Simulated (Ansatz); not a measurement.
Starting cell, MoTe$_{2}$ (2H-MoS2 type, space group P6_3/mmc):

```xyz
6
Lattice="3.5419 0.0000 0.0000 -1.7710 3.0674 0.0000 0.0000 0.0000 14.1820" Properties=species:S:1:pos:R:3 pbc="T T T"
Mo     0.0000     2.0449    10.6365
Mo     1.7710     1.0225     3.5455
Te     0.0000     2.0449     1.7511
Te     1.7710     1.0225     8.8421
Te     1.7710     1.0225    12.4309
Te     0.0000     2.0449     5.3399
```

Scan: atom 5 (Te, nearest neighbour Mo at 2.721 Å; its periodic images, 3.5 Å or more away, move with it) is displaced along Cartesian [110], direction (0.707, 0.707, 0.000) in Cartesian axes, by s. The other atoms stay.

The numbers are results of r2SCAN+rVV10 (plane waves to 500 eV, PAW, scalar-relativistic; Ansatz, a program for electronic structure), not measurements. k mesh 9×9×2 (Γ-centred), Fermi-Dirac smearing 0.05 eV. The energy includes the smearing's −TS. Stress and pressure are positive under compression. As the smearing reaches across the gap at some points, energies and forces of such displacements shift with the k mesh and the smearing. F⊥ is the part of the force across the line. MoTe2 is run without spin polarisation. MoTe2 was relaxed with its symmetry unable to fall. Spin-orbit coupling is left out, though Te is heavy. The PAW data are Ansatz's earlier set. The zero of ΔE is the undisplaced structure.

```json
[
 {"s (Å)": "-0.820", "P (GPa)": "3.4", "|F⊥| (eV/Å)": "3.812", "ΔE (eV/cell)": "1.571"},
 {"s (Å)": "-0.656", "P (GPa)": "2.5", "|F⊥| (eV/Å)": "2.734", "ΔE (eV/cell)": "1.135"},
 {"s (Å)": "-0.492", "P (GPa)": "1.6", "|F⊥| (eV/Å)": "1.686", "ΔE (eV/cell)": "0.700"},
 {"s (Å)": "-0.328", "P (GPa)": "0.8", "|F⊥| (eV/Å)": "(withheld)", "ΔE (eV/cell)": "0.335"},
 {"s (Å)": "-0.164", "P (GPa)": "0.2", "|F⊥| (eV/Å)": "0.218", "ΔE (eV/cell)": "0.089"},
 {"s (Å)": "0.000", "P (GPa)": "0.0", "|F⊥| (eV/Å)": "0.000", "ΔE (eV/cell)": "0.000"},
 {"s (Å)": "0.164", "P (GPa)": "0.2", "|F⊥| (eV/Å)": "0.248", "ΔE (eV/cell)": "0.099"},
 {"s (Å)": "0.328", "P (GPa)": "1.0", "|F⊥| (eV/Å)": "1.057", "ΔE (eV/cell)": "0.411"},
 {"s (Å)": "0.492", "P (GPa)": "2.3", "|F⊥| (eV/Å)": "2.524", "ΔE (eV/cell)": "0.954"},
 {"s (Å)": "0.656", "P (GPa)": "4.3", "|F⊥| (eV/Å)": "(withheld)", "ΔE (eV/cell)": "1.733"},
 {"s (Å)": "0.820", "P (GPa)": "6.8", "|F⊥| (eV/Å)": "7.796", "ΔE (eV/cell)": "2.728"}
]
```

Problem. Some entries are withheld; supply them.

Solution. 
- -0.328, |F⊥| (eV/Å): 0.811
- 0.656, |F⊥| (eV/Å): 4.742

(A displaced cell: forces are minus the slopes of the energy, force constants its curvatures, and phonons follow from these.)
